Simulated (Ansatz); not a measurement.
A relaxation computed with Ansatz, from input to last step.

```yaml
crystal:
  lattice:
    - [0.0, 2.935897825, 2.935897825]
    - [2.935897825, 0.0, 2.935897825]
    - [2.935897825, 2.935897825, 0.0]
  atoms:
    - { symbol: Be, position: [0.3753512312, 0.8739463065, 0.3753512312] }
    - { symbol: Be, position: [0.3753512312, 0.3753512312, 0.8739463065] }
    - { symbol: Be, position: [0.3753512312, 0.3753512312, 0.3753512312] }
    - { symbol: Be, position: [0.8739463065, 0.3753512312, 0.3753512312] }
    - { symbol: Be, position: [0.75, 0.75, 0.75] }
    - { symbol: Au, position: [0.0, 0.0, 0.0] }
basis:
  ecutwfc: 500
kpoints:
  mp_grid: { grid: [10, 10, 10] }
hamiltonian:
  xc: r2scan
scf:
  occupations: { method: gaussian, width: 0.1 }
output:
  forces: true
  stress: true
  eigenvalues: true
relax:
  adjacent_minimum: "off"
  f_tol: 0.008
  max_steps: 50
  cell: { stress_tol: 0.08, p_target: 20.0 }
```

```bash
ansatz run input.yaml --threads 1 --pin off --max-ram 2560MiB --backend cpu --events-out ev --progress --plain --runs-dir out
```

The calculation used DFT r2SCAN, scalar-relativistic, plane waves, PAW in Ansatz.

Of 4 frames 3 are shown, positions in Å and forces in eV/Å; the SCF threshold varies from step to step. Steps run on the plane waves of an earlier cell, with a Pulay correction in the pressure. The basis is chosen afresh for the last frame, the zero of the energies, and at times for earlier ones too; energy and pressure can step there, also at an unchanged geometry. Where two frames share a geometry here, they differ by under 2 meV/atom and 0.3 GPa. The relaxation lowers the enthalpy F + PV at the target pressure, so the free energy itself can rise.

```xyz
6
Lattice="0.0000 2.9359 2.9359 2.9359 0.0000 2.9359 2.9359 2.9359 0.0000" Properties=species:S:1:pos:R:3:forces:R:3 pbc="T T T" step=1 free_energy_over_end_meV_per_atom=1.91 pressure_GPa=20.40
Be    3.6678    2.2040    3.6678   -0.0212    0.0212   -0.0212
Be    3.6678    3.6678    2.2040   -0.0212   -0.0212    0.0212
Be    2.2040    2.2040    2.2040    0.0212    0.0212    0.0212
Be    2.2040    3.6678    3.6678    0.0212   -0.0212   -0.0212
Be    4.4038    4.4038    4.4038    0.0000    0.0000    0.0000
Au    0.0000    0.0000    0.0000    0.0000    0.0000    0.0000
6
Lattice="0.0000 2.9375 2.9375 2.9375 0.0000 2.9375 2.9375 2.9375 0.0000" Properties=species:S:1:pos:R:3:forces:R:3 pbc="T T T" step=2 free_energy_over_end_meV_per_atom=0.16 pressure_GPa=20.03
Be    3.6694    2.2056    3.6694   -0.0081    0.0081   -0.0081
Be    3.6694    3.6694    2.2056   -0.0081   -0.0081    0.0081
Be    2.2056    2.2056    2.2056    0.0081    0.0081    0.0081
Be    2.2056    3.6694    3.6694    0.0081   -0.0081   -0.0081
Be    4.4062    4.4062    4.4062    0.0000    0.0000    0.0000
Au    0.0000    0.0000    0.0000    0.0000    0.0000    0.0000
6
Lattice="0.0000 2.9376 2.9376 2.9376 0.0000 2.9376 2.9376 2.9376 0.0000" Properties=species:S:1:pos:R:3:forces:R:3 pbc="T T T" step=4 free_energy_over_end_meV_per_atom=0.00 pressure_GPa=20.00
Be    3.6693    2.2060    3.6693   -0.0004    0.0004   -0.0004
Be    3.6693    3.6693    2.2060   -0.0004   -0.0004    0.0004
Be    2.2060    2.2060    2.2060    0.0004    0.0004    0.0004
Be    2.2060    3.6693    3.6693    0.0004   -0.0004   -0.0004
Be    4.4065    4.4065    4.4065    0.0000    0.0000    0.0000
Au    0.0000    0.0000    0.0000    0.0000    0.0000    0.0000
```

It took 46 s on 1 thread of Arm Neoverse V1, with other jobs on the host, peak memory 0.51 GiB.

Spin–orbit coupling is left out, which can shift energies with elements as heavy as these.